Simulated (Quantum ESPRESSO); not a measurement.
# One change at a time to Al2Sc2Sn3Ta

All numbers below are calculated, not measured. They come from Quantum ESPRESSO 7.5, a public plane-wave density functional program. Each row is one single-point run on a made-up periodic cell of eight metal atoms, with elements, volume, strain and displacements drawn at random and not relaxed, so a cell may be unstable or far from any real phase. There is no spin polarisation or spin-orbit coupling.

Settings: PBE unless stated; PseudoDojo standard norm-conserving files; Fermi-Dirac width 0.25 eV, which means electrons at about 2900 K; cutoff 1088 eV; 6 x 5 x 3 k mesh shifted half a step off Gamma. E is the free energy of the whole cell (internal energy minus TS), so a -TS column is already part of it. Stress is positive in tension, and the pressure P is minus a third of its trace.

Checks: one run of this series was repeated at a higher cutoff and on a denser mesh, which moved values by no more than 0.007 eV, 0.06 GPa and 0.007 eV/Å, and a second program with other atomic files agreed on it to 2 % rms in force and 0.5 GPa in pressure. Known limits: the tin pseudopotential is less sure than most, with forces differing by about three percent from a second method on plain tin; heavy elements are run without spin-orbit coupling, which real alloys of them have; a spin test at this wide smearing found no moment, but such smearing suppresses magnetism that the real alloy may have.

The lattice is face-centred cubic, and the cell vectors in Å are (-4.519, 0.000, 0.000); (-2.260, -4.519, -2.260); (-2.260, -4.519, 6.778), a volume of 184.56 Å³ in run 1. The elements on sites 1 to 8 are Sn Sn Sn Al Al Sc Ta Sc. Each later run makes one change to run 1 and keeps the rest. E is counted from run 1, and is n/a where other atomic files have another zero of energy.

```
run,change,V (Å³),P (GPa),-TS (eV),rms force (eV/Å),largest change of a force component (eV/Å),E (eV)
1,none,184.56,-5.36,-1.272,0.449,0.000,0.000
2,sites 3 and 4 exchanged,184.56,-5.34,-1.265,0.407,0.798,-0.018
3,all lengths scaled by -1.71 %,175.25,-2.29,-1.198,0.542,0.250,-0.226
4,PBEsol in place of PBE,184.56,-8.02,-1.277,0.421,0.113,n/a
5,Ga on site 3,184.56,-8.11,-1.279,0.376,0.406,n/a
6,site 4 moved by -0.19 Å along y,184.56,-5.12,-1.284,0.466,0.349,?
```

## Worked estimate

Along the move dE = -F dx. The force on site 4 along y is 0.298 eV/Å in run 1 and 0.647 eV/Å in run 6, and the move is -0.19 Å, so the mean force times the move gives an estimate.

## Withheld value

Question: what E should run 6 give?

The estimate is 0.090 eV. The calculation gave 0.089 eV.
